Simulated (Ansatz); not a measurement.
CsPbF3:
```yaml
crystal:
  lattice:
    - [4.81467, 0.00000, 0.00000]
    - [0.00000, 4.81467, 0.00000]
    - [0.00000, 0.00000, 4.81467]
  atoms:
    - { symbol: Cs, position: [0.50000, 0.50000, 0.50000] }
    - { symbol: Pb, position: [0.00000, 0.00000, 0.00000] }
    - { symbol: F, position: [0.00000, 0.50000, 0.00000] }
    - { symbol: F, position: [0.50000, 0.00000, 0.00000] }
    - { symbol: F, position: [0.00000, 0.00000, 0.50000] }
```

Plane-wave PAW PBEsol (Ansatz code) gives a gap of 2.62 eV without spin–orbit coupling, maximum at R, minimum at R.

Q: What happens when spin–orbit coupling is switched on?

A: The gap drops by 1.09 eV, to 1.53 eV; maximum at R, minimum at R.

Q: Give the electron effective mass with spin–orbit coupling.

A: 0.33 mₑ (isotropic).

Space group Pm-3m (cubic perovskite). The first step of the workflow began from a Materials Project structure, measured or hypothetical; the Crystallography Open Database files this formula in space group No. 221, but the cells were not matched. Its standing as an ambient phase is unchecked. Symmetry was held in the PBEsol relaxation; its stability against distortions is not shown here.

Potentials: the later of the program's two PAW sets.
